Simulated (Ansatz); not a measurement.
Input and output for hcp Y (10-10), 6 layers: DFT, PBE, PAW with Ansatz's default frozen-core files, scalar-relativistic (Ansatz 0.2.0). This run: Zr in place of Y in the outer layer.

The slab is cut from a bulk crystal relaxed on PAW files (its atoms may have been relaxed since).

Command: `ansatz run input.yaml --threads 2 --pin off --max-ram 5120MiB --backend cpu --events-out ev --progress --plain --runs-dir out` It took 25 s on 2 threads of Arm Neoverse V1, on a shared host, peak memory 0.79 GiB.

```yaml
crystal:
  lattice:
    - [3.6580181829, 0.0, 0.0]
    - [0.0, 5.673391259, 0.0]
    - [0.0, 0.0, 23.3919]
  atoms:
    - { symbol: Zr, position: [0.75, 0.75, 0.3462357758] }
    - { symbol: "Y", position: [0.25, 0.25, 0.3925698162] }
    - { symbol: "Y", position: [0.25, 0.75, 0.4755114704] }
    - { symbol: "Y", position: [0.75, 0.25, 0.5244885275] }
    - { symbol: "Y", position: [0.75, 0.75, 0.6074301869] }
    - { symbol: "Y", position: [0.25, 0.25, 0.6537642232] }
kpoints:
  mp_grid: { grid: [10, 7, 1] }
scf:
  occupations: { method: fermi_dirac, width: 0.05 }
hamiltonian:
  xc: pbe
  pseudopotentials: { kind: paw }
output:
  forces: true
  stress: true
  eigenvalues: true
efield:
  axis: 3
  amplitude: 0
  dipole_correction: true
```

Output:

```
Engine: ansatz 0.2.0
Pseudopotentials: kind: paw
Pseudopotential: Zr, paw, valence charge 12, recommended cutoff 420 eV (normal), Zr.paw.azcp
Pseudopotential: Y, paw, valence charge 11, recommended cutoff 420 eV (normal), Y.paw.azcp
Functional definition: PBE
  parameter kappa = 0.804
  parameter beta = 0.06672455060314922
  exchange = pbe_x(kappa = kappa, mu = beta*pi^2/3)
  correlation = pbe_c(beta = beta)
Crystal: 6 atoms, lattice volume = 485.461 Å³
Basis set: ecut = 420 eV, 9489 PW (Γ), exchange–correlation on 50×80×320 points (8 copies of the dense FFT grid, shifted against one another)
Bands: 41, of which v1, the nominal top of the filled ones, is band 34 counted from 1 (33 counted from 0)
Symmetry: 4 space group operations
Space group: Pmm2 (ITA 25), of the structure as read, at distance tolerance 7.9e-5 Å
k-points: 24 of 70
Non-local potential: Zr, projectors of the file, l = 0: 3, l = 1: 2, l = 2: 2, l = 3: 2
Non-local potential: Y, projectors of the file, l = 0: 3, l = 1: 2, l = 2: 2, l = 3: 1
PAW form: soft (Blöchl's): semilocal exchange-correlation on the pseudo side does not see the compensation charge
PAW one-centre angular grid: Zr, 590 points (default); XC on 64 Gauss nodes
PAW one-centre angular grid: Y, 590 points (default); XC on 64 Gauss nodes
Initial density: superposition of atomic densities (neutral atoms: chi_scale 0, normalization atom), corrected by the library's trained network
Initial wavefunctions: pseudopotential atomic-orbital guess
Functional: x = pbe(κ = 0.804, μ = 0.2195149727645171), c = pbe(β = 0.06672455060314922)
SCF iter   1: F=—  HF=-23423.735933 eV  |F-HF|=—  |Δ(HF+E_count)|=         —  Δρ=7.91e-3  dr2=9.13e0  ethr=1.77e-3  p=-0.010 e·Å  D=-3.91e-3 V/Å  ΔV_dip=0.09 eV  dr2_dipole=3.92e0  V_vac-E_F(+/−)=3.02/2.93 eV  ⟨swp⟩=10.9  Hψ=4640  notcnv=0
efield: sawtooth ramp at fractional position 0.9500 (placed from the atoms, in the widest stretch of the axis that holds none; the zero of the levels goes with the place), width 0.1000; the density the first Hamiltonian is built on has a dipole p = -0.010 e·Å; the dipole correction subtracts the counter field D = -3.91e-3 V/Å, which shifts the + side's vacuum level by +0.09 eV against the − side's; the planar-averaged density in the ramp window peaks in size at 1.0e-4 e/Å³
preconditioner: auto → LDOS  [metal: Δε(μ)=0.004 eV  Ē_g=1.787 eV  σ=0.050 eV  W_gap=0.02  n_scr=54 (ndim 8)  ℏωp=7.3 eV  f_vac=0.513  D(μ)=15.08/eV (n_scr^D=122)  β→1.0]
SCF iter   2: F=—  HF=-23423.596965 eV  |F-HF|=—  |Δ(HF+E_count)|=   1.39e-1  Δρ=1.71e-3  dr2=8.57e-2  ethr=1.77e-3  p=0.008 e·Å  D=3.12e-3 V/Å  ΔV_dip=-0.07 eV  dr2_dipole=3.07e-2  V_vac-E_F(+/−)=3.23/3.30 eV  ⟨swp⟩=1.7  Hψ=1208  notcnv=0
SCF iter   3: F=—  HF=-23423.599381 eV  |F-HF|=—  |Δ(HF+E_count)|=   2.42e-3  Δρ=9.95e-4  dr2=3.10e-2  ethr=1.28e-4  p=0.012 e·Å  D=4.61e-3 V/Å  ΔV_dip=-0.11 eV  dr2_dipole=2.08e-3  V_vac-E_F(+/−)=3.27/3.38 eV  ⟨swp⟩=3.2  Hψ=1684  notcnv=0
SCF iter   4: F=—  HF=-23423.597940 eV  |F-HF|=—  |Δ(HF+E_count)|=   1.44e-3  Δρ=3.32e-4  dr2=1.38e-3  ethr=4.62e-5  p=0.012 e·Å  D=4.43e-3 V/Å  ΔV_dip=-0.10 eV  dr2_dipole=8.41e-5  V_vac-E_F(+/−)=3.30/3.40 eV  ⟨swp⟩=2.3  Hψ=1629  notcnv=0
SCF iter   5: F=—  HF=-23423.597941 eV  |F-HF|=—  |Δ(HF+E_count)|=   7.28e-7  Δρ=8.99e-5  dr2=1.66e-4  ethr=2.06e-6  p=0.012 e·Å  D=4.59e-3 V/Å  ΔV_dip=-0.11 eV  dr2_dipole=5.14e-5  V_vac-E_F(+/−)=3.31/3.42 eV  ⟨swp⟩=2.1  Hψ=1530  notcnv=0
SCF iter   6: F=—  HF=-23423.597955 eV  |F-HF|=—  |Δ(HF+E_count)|=   1.36e-5  Δρ=3.04e-5  dr2=1.85e-5  ethr=2.48e-7  p=0.012 e·Å  D=4.53e-3 V/Å  ΔV_dip=-0.11 eV  dr2_dipole=9.40e-6  V_vac-E_F(+/−)=3.31/3.42 eV  ⟨swp⟩=2.7  Hψ=1465  notcnv=0
SCF iter   7: F=—  HF=-23423.597613 eV  |F-HF|=—  |Δ(HF+E_count)|=   3.41e-4  Δρ=1.05e-5  dr2=1.70e-6  ethr=2.77e-8  p=0.012 e·Å  D=4.43e-3 V/Å  ΔV_dip=-0.10 eV  dr2_dipole=3.07e-7  V_vac-E_F(+/−)=3.31/3.42 eV  ⟨swp⟩=2.1  Hψ=1278  notcnv=0
SCF iter   8: F=—  HF=-23423.597614 eV  |F-HF|=—  |Δ(HF+E_count)|=   1.73e-7  Δρ=3.30e-6  dr2=2.32e-7  ethr=2.53e-9  p=0.012 e·Å  D=4.41e-3 V/Å  ΔV_dip=-0.10 eV  dr2_dipole=3.65e-8  V_vac-E_F(+/−)=3.31/3.42 eV  ⟨swp⟩=2.0  Hψ=1594  notcnv=0
SCF iter   9: F=-23423.597614 eV  HF=-23423.597614 eV  |F-HF|=5.37e-8  |Δ(HF+E_count)|=   4.68e-8  Δρ=1.07e-6  dr2=4.68e-8  ethr=1.49e-10  p=0.012 e·Å  D=4.40e-3 V/Å  ΔV_dip=-0.10 eV  dr2_dipole=1.75e-8  V_vac-E_F(+/−)=3.31/3.42 eV  ⟨swp⟩=8.2  Hψ=3968  notcnv=0
SCF 1 converged in 9 iterations: F = -23423.597614 eV  dr2 = 4.68e-8
  greatest PAW one-centre occupation: 0.996 electrons in one spin orbital (limit 2), on the Zr atom at site 0 (counted from 0), in its partial waves of l = 0
SCF converged after 9 iterations
Free energy (F): -23423.597614 eV
Harris-Foulkes:  -23423.597614 eV  (|F-HF|=5.37e-8)
Internal energy: -23423.494860 eV  (E = F + TS)
E sigma→0 (E₀):  -23423.546237 eV
Entropy (-TS):   -0.102754 eV (-17.126 meV/atom)
Fermi energy:    1.863717 eV
Dipole field:    D = 0.004514 V/Å  (p = 0.012111 e·Å, saw-weighted, corrected)
Work function:   Φ+ = 3.3131 eV   Φ− = 3.4188 eV
Levels:          The Fermi level and band energies are counted from a zero that moves with the ramp; work functions are not
--- Per-component energies (eV) ---
  E_band       = -1270.114475
  E_kinetic    = 1845.014613
  E_local      = -32578.726354  (includes V_loc(G=0)·N_el)
  E_nonlocal   = 332.898376
  E_hartree    = 15326.312538
  E_xc         = -1019.856786
  E_vxc        = -1174.871520  (∫ρ·V_xc dr)
  E_paw        = -17081.020038  (= ΣΔE_a)
  E_vpaw       = -347.070590  (= ΣTr[D̂ρ^β])
  E_aug_tail   = 0.000041  (compensation charges beyond the density's cutoff)
  E_efield     = 0.000027  (sawtooth field / dipole correction)
  E_vefield    = 0.016292  (∫n·V_field dr)
  E_ewald      = 9751.882723
  E_smearing   = -0.102754  (= −TS)
  E_closure    = -0.000000  (closes the sum)
  Σ components = -23423.597614   (vs F -23423.597614, Δ=0.00e0)
--- Forces (eV/Å), atoms counted from 1 ---
  atom   1  Zr     0.00000000     0.00000000     0.96566898
  atom   2  Y      0.00000000     0.00000000    -0.56111892
  atom   3  Y      0.00000000     0.00000000    -0.55381735
  atom   4  Y      0.00000000     0.00000000     0.12387223
  atom   5  Y      0.00000000     0.00000000     0.05961342
  atom   6  Y      0.00000000     0.00000000    -0.03434659
  max |Σ_I F_I| component: 1.28e-4 eV/Å
--- Stress (GPa, compression-positive) ---
       -1.706235       0.000000       0.000000
        0.000000      -1.282669       0.000000
        0.000000       0.000000      -0.544154
  P = ⅓ Tr σ = -1.1777 GPa (-11.777 kbar)
--- Band table (eV; the first three rows and the last of 24) ---
  k-point 0: bands = ["-47.7399", "-41.3259", "-40.9368", "-40.8609", "-40.6088", "-40.5478", "-25.8509", "-25.6932", "-25.5616", "-21.4015", "-21.3749", "-21.1431", "-20.9951", "-20.9790", "-20.9191", "-20.8431", "-20.8106", "-20.7292", "-20.6649", "-20.5797", "-20.5201", "-20.4957", "-20.3950", "-20.3808", "-2.4258", "-1.5403", "-0.3893", "0.3073", "0.7365", "0.8825", "1.3434", "1.8422", "1.9452", "1.9860", "2.2346", "2.6091", "2.9685", "2.9765", "3.0445", "3.1938", "3.2736"]
  k-point 1: bands = ["-47.7399", "-41.3257", "-40.9366", "-40.8610", "-40.6075", "-40.5495", "-25.8510", "-25.6928", "-25.5615", "-21.4091", "-21.3598", "-21.1415", "-21.0138", "-20.9529", "-20.9361", "-20.8344", "-20.8104", "-20.7307", "-20.6743", "-20.5714", "-20.5102", "-20.4912", "-20.4130", "-20.3862", "-2.2951", "-1.4320", "-0.3530", "0.2303", "0.7165", "0.8081", "1.3430", "1.7540", "1.8335", "2.0973", "2.3153", "2.6745", "2.9069", "2.9515", "2.9956", "3.1097", "3.2572"]
  k-point 2: bands = ["-47.7399", "-41.3252", "-40.9362", "-40.8611", "-40.6042", "-40.5538", "-25.8512", "-25.6919", "-25.5614", "-21.4163", "-21.3360", "-21.1379", "-21.0236", "-20.9624", "-20.9247", "-20.8339", "-20.8099", "-20.7340", "-20.6741", "-20.5601", "-20.4945", "-20.4787", "-20.4545", "-20.4005", "-1.9197", "-1.1203", "-0.2338", "-0.0871", "0.4721", "0.6000", "1.4540", "1.6771", "1.7947", "2.2280", "2.4278", "2.4835", "2.7957", "2.8572", "2.9796", "3.0403", "3.2072"]
  k-point 23: bands = ["-47.7319", "-41.3080", "-40.9191", "-40.8442", "-40.5841", "-40.5421", "-25.8380", "-25.6935", "-25.6793", "-21.4211", "-21.3703", "-21.3309", "-21.0543", "-21.0003", "-20.9550", "-20.9368", "-20.8834", "-20.8144", "-20.7084", "-20.7084", "-20.5290", "-20.5161", "-20.4907", "-20.4685", "0.3356", "0.3510", "0.4656", "0.5622", "0.7793", "0.8318", "1.5309", "1.8133", "1.8594", "1.8712", "2.2522", "2.2637", "2.3938", "2.5550", "2.6862", "2.8455", "3.0050"]
```

Next run (Zr in place of Y in the middle layer), as changes to the input before:

```diff
   atoms:
-    - { symbol: Zr, position: [0.75, 0.75, 0.3462357758] }
+    - { symbol: "Y", position: [0.75, 0.75, 0.3462357758] }
-    - { symbol: "Y", position: [0.25, 0.75, 0.4755114704] }
+    - { symbol: Zr, position: [0.25, 0.75, 0.4755114704] }
```

Results part of the output:

```
SCF 1 converged in 8 iterations: F = -23424.277553 eV  dr2 = 3.09e-8
  greatest PAW one-centre occupation: 0.996 electrons in one spin orbital (limit 2), on the Zr atom at site 2 (counted from 0), in its partial waves of l = 0
SCF converged after 8 iterations
Free energy (F): -23424.277553 eV
Harris-Foulkes:  -23424.277553 eV  (|F-HF|=1.02e-9)
Internal energy: -23424.184788 eV  (E = F + TS)
E sigma→0 (E₀):  -23424.231170 eV
Entropy (-TS):   -0.092765 eV (-15.461 meV/atom)
Fermi energy:    1.924766 eV
Dipole field:    D = -0.000837 V/Å  (p = -0.002245 e·Å, saw-weighted, corrected)
Work function:   Φ+ = 3.3064 eV   Φ− = 3.2869 eV
Levels:          The Fermi level and band energies are counted from a zero that moves with the ramp; work functions are not
--- Per-component energies (eV) ---
  E_band       = -1270.090905
  E_kinetic    = 1843.339681
  E_local      = -33044.687501  (includes V_loc(G=0)·N_el)
  E_nonlocal   = 331.576964
  E_hartree    = 15560.426527
  E_xc         = -1019.674020
  E_vxc        = -1174.616025  (∫ρ·V_xc dr)
  E_paw        = -17080.595681  (= ΣΔE_a)
  E_vpaw       = -346.560952  (= ΣTr[D̂ρ^β])
  E_aug_tail   = 0.000040  (compensation charges beyond the density's cutoff)
  E_efield     = 0.000001  (sawtooth field / dipole correction)
  E_vefield    = -0.000477  (∫n·V_field dr)
  E_ewald      = 9985.429201
  E_smearing   = -0.092765  (= −TS)
  E_closure    = 0.000000  (closes the sum)
  Σ components = -23424.277553   (vs F -23424.277553, Δ=0.00e0)
--- Forces (eV/Å), atoms counted from 1 ---
  atom   1  Y      0.00000000     0.00000000     0.52547105
  atom   2  Y      0.00000000     0.00000000     0.42528380
  atom   3  Zr     0.00000000     0.00000000    -0.17486332
  atom   4  Y      0.00000000     0.00000000    -0.36574321
  atom   5  Y      0.00000000     0.00000000    -0.50270849
  atom   6  Y      0.00000000     0.00000000     0.09253989
  max |Σ_I F_I| component: 2.03e-5 eV/Å
--- Stress (GPa, compression-positive) ---
       -1.597472       0.000000       0.000000
        0.000000      -1.549947       0.000000
        0.000000       0.000000      -1.319563
  P = ⅓ Tr σ = -1.4890 GPa (-14.890 kbar)
--- Band table (eV; the first three rows and the last of 24) ---
  k-point 0: bands = ["-47.2546", "-41.3227", "-41.2830", "-40.8664", "-40.8296", "-40.5607", "-25.2554", "-25.2402", "-25.1335", "-21.3712", "-21.3687", "-21.3616", "-21.3371", "-21.1277", "-21.0868", "-20.9194", "-20.8382", "-20.8069", "-20.7532", "-20.7483", "-20.6937", "-20.5306", "-20.4846", "-20.4244", "-2.4139", "-1.4954", "-0.3672", "0.3234", "0.7208", "0.9668", "1.3040", "1.8183", "1.9243", "2.0528", "2.5247", "2.7088", "2.9919", "3.0420", "3.0841", "3.2541", "3.3468"]
  k-point 1: bands = ["-47.2546", "-41.3225", "-41.2828", "-40.8667", "-40.8297", "-40.5610", "-25.2557", "-25.2397", "-25.1335", "-21.3785", "-21.3728", "-21.3512", "-21.3223", "-21.1261", "-21.0851", "-20.9168", "-20.8569", "-20.7959", "-20.7624", "-20.7502", "-20.6954", "-20.5281", "-20.4890", "-20.4248", "-2.2851", "-1.3849", "-0.3309", "0.2425", "0.7160", "0.8676", "1.3465", "1.7516", "1.8794", "2.0301", "2.6284", "2.7225", "2.9252", "3.0190", "3.1205", "3.1625", "3.2782"]
  k-point 2: bands = ["-47.2546", "-41.3220", "-41.2822", "-40.8672", "-40.8298", "-40.5615", "-25.2564", "-25.2385", "-25.1334", "-21.3861", "-21.3746", "-21.3354", "-21.2975", "-21.1222", "-21.0812", "-20.9110", "-20.8719", "-20.7990", "-20.7850", "-20.7544", "-20.6992", "-20.5216", "-20.4975", "-20.4256", "-1.9147", "-1.0672", "-0.2152", "-0.0788", "0.5315", "0.6036", "1.5119", "1.6724", "1.7722", "2.2098", "2.5709", "2.7228", "2.8101", "2.8901", "3.0641", "3.1761", "3.1925"]
  k-point 23: bands = ["-47.2465", "-41.3052", "-41.2651", "-40.8507", "-40.8134", "-40.5458", "-25.2662", "-25.2420", "-25.2253", "-21.3900", "-21.3671", "-21.3423", "-21.3394", "-21.3332", "-21.2920", "-20.9493", "-20.8850", "-20.8806", "-20.8418", "-20.7877", "-20.7623", "-20.6398", "-20.5088", "-20.4861", "0.2696", "0.3566", "0.5343", "0.5610", "0.8770", "0.8888", "1.6959", "1.7356", "1.8462", "1.9256", "2.1963", "2.3128", "2.5924", "2.6388", "2.9543", "2.9598", "3.0334"]
```
